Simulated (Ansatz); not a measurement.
Response of ZrB2 to small distortions

```yaml
crystal:
  lattice:
    - [3.16500, 0.00000, 0.00000]
    - [-1.58250, 2.74097, 0.00000]
    - [0.00000, 0.00000, 3.52000]
  atoms:
    - { symbol: Zr, position: [0.00000, 0.00000, 0.00000] }
    - { symbol: B, position: [0.33333, 0.66667, 0.50000] }
    - { symbol: B, position: [0.66667, 0.33333, 0.50000] }
```

Atoms are numbered in the order listed.

The geometry is COD entry 1510856, unchecked; take it as a test cell.

Level of theory: Ansatz 0.2.0, DFT, LDA, all-electron PAW with datasets made for the crystal, scalar-relativistic.

Sampling and basis: a Γ-centred 13×13×10 k mesh, Fermi–Dirac smearing of 0.03 eV, cutoff 320 eV (chosen by the program for this cell), no spin polarisation.

The unchanged cell is at -7.26 GPa.

In a metal, stresses and small energies carry noise from the k mesh.

x, y and z are the Cartesian axes of the cell as listed; fractional coordinates follow a strain, and an engineering shear is twice the off-diagonal strain component.

(1) With this change (equal xy, yz and zx engineering shear strains of -2 %), what becomes of the energy and stress and forces?

(2) With this change (equal xy, yz and zx engineering shear strains of -1 %), what becomes of the energy and stress and forces?

With equal xy, yz and zx engineering shear strains of +1 %: energy change +2 meV/atom; stress change (xx, yy, zz, yz, xz, xy) 0.08, 0.09, 0.08, -2.49, -2.49, -2.52 GPa, compression positive; change of the force on B3 (-0.020, -0.001, 0.001) eV/Å.

(3) With this change (equal xy, yz and zx engineering shear strains of +2 %), what becomes of the energy and stress and forces?

Answers

(1) Energy change +10 meV/atom; stress change (xx, yy, zz, yz, xz, xy) 0.31, 0.33, 0.37, 5.17, 5.17, 5.23 GPa, compression positive; change of the force on B2 (-0.045, 0.007, -0.007) eV/Å.

(2) Energy change +2 meV/atom; stress change (xx, yy, zz, yz, xz, xy) 0.08, 0.09, 0.09, 2.55, 2.55, 2.58 GPa, compression positive; change of the force on B2 (-0.022, 0.002, -0.001) eV/Å.

(3) Energy change +9 meV/atom; stress change (xx, yy, zz, yz, xz, xy) 0.31, 0.33, 0.35, -4.93, -4.93, -4.99 GPa, compression positive; change of the force on B3 (-0.039, -0.005, 0.004) eV/Å.
